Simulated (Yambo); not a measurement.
```
CELL_PARAMETERS angstrom
      9.45963     0.00000     0.00000
      0.00000     2.96624     0.00000
      0.00000     0.00000     4.88060
ATOMIC_POSITIONS crystal
  O  0.47104 0.25000 0.29437
  O  0.52896 0.75000 0.70563
  O  0.02896 0.75000 0.79437
  O  0.97104 0.25000 0.20563
  O  0.26776 0.25000 0.63662
  O  0.73224 0.75000 0.36338
  O  0.23224 0.75000 0.13662
  O  0.76776 0.25000 0.86338
  Ti 0.63679 0.25000 0.57141
  Ti 0.36321 0.75000 0.42859
  Ti 0.86321 0.75000 0.07141
  Ti 0.13679 0.25000 0.92859
```

TiO2 (space group Pnma, No. 62): mean Im ε in 1 eV windows above the direct gap of 4.24 eV, for different electron-hole kernels (Yambo, broadening 0.15 eV, norm-conserving PBEsol (Quantum ESPRESSO, 84 Ry, scalar-relativistic) bands; 2×6×4 mesh, 20 valence and 15 conduction bands, static screening with 98 bands and a 3 Ry block, scissor 1.59 eV, Tamm-Dancoff; field along x).

```csv
window (eV),independent quasiparticles,RPA (no attraction),BSE
4.2 to 5.2,2.8,2.3,8.6
5.2 to 6.2,8.6,7.1,6.7
6.2 to 7.2,6.8,6.3,5.0
```

This run doesn't resolve bound excitons or single peaks, so only averages are given, and they too depend on the mesh; weight that the attraction moves below the gap isn't listed. All transitions below 8.01 eV are in the band window. The scissor comes from a G0W0 run whose convergence isn't established.

Geometry of the Materials Project entry, not relaxed at this level.

This is not the ordinary phase of the substance.
